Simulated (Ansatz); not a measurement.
SiC (wurtzite, space group No. 186) under volume change, the program Ansatz at the LDA level (PAW), shape and atoms relaxed at each volume.

| V (Å³/atom) | E − E(relaxed) (meV/atom) | P (GPa) |
|---|---|---|
| 9.232 | … | … |
| 9.536 | 29.1 | 16.10 |
| 9.840 | … | … |
| 10.145 | 0.0 | 0.01 |
| 10.449 | 6.2 | -6.43 |
| 10.753 | 23.9 | -11.99 |
| 11.058 | 51.3 | -16.79 |

Some entries are withheld; supply them.


- 9.232, E − E(relaxed) (meV/atom): 69.0
- 9.232, P (GPa): 26.10
- 9.840, E − E(relaxed) (meV/atom): 6.9
- 9.840, P (GPa): 7.47

What does a third-order Birch–Murnaghan fit give for V₀, B₀ and B′?

V₀ = 10.15 Å³/atom, B₀ = 231 GPa, B′ = 3.9.

Space group P6_3mc (wurtzite). Symmetry was held in the LDA relaxation; phonons on a q-mesh show no instability.

Potentials: the earlier of the program's two PAW sets.
